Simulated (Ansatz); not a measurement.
According to DFT-PBE in the program Ansatz with PAW potentials, CoPtRh in the trigonal phase (P3m1; Co on 1a, Pt on 1b, Rh on 1c) relaxes to a = 2.704 Å, c = 6.562 Å. Co has 12 nearest neighbours from 2.56 Å (cuboctahedral); Pt has 12 nearest neighbours from 2.66 Å (cuboctahedral). Its formation energy from the elements is 0.000 eV/atom, with no fitted shifts.

Electronic character: metallic (no gap). The magnetic state found is ferromagnetic. The net moment is 0.92 μB per atom.

The start of the workflow was typed in or built on a structure type; neither database checked (COD, Materials Project) lists it. Its standing as an ambient phase is unchecked. Symmetry was held in the PBE relaxation; its stability against distortions is not shown here. The final state is ferromagnetic, chosen from 3 collinear starts compared on coarse meshes (ties went to the first, and starts can fall back to one state), not a proven ground state. Axis ratios of metals converge slowly with the k-mesh, so a and c are less sure than the volume. The references are the lowest solids computed at this level, not always the standard phases. Spin–orbit coupling is left out wherever it is not named.

Potentials: the earlier of the program's two PAW sets.
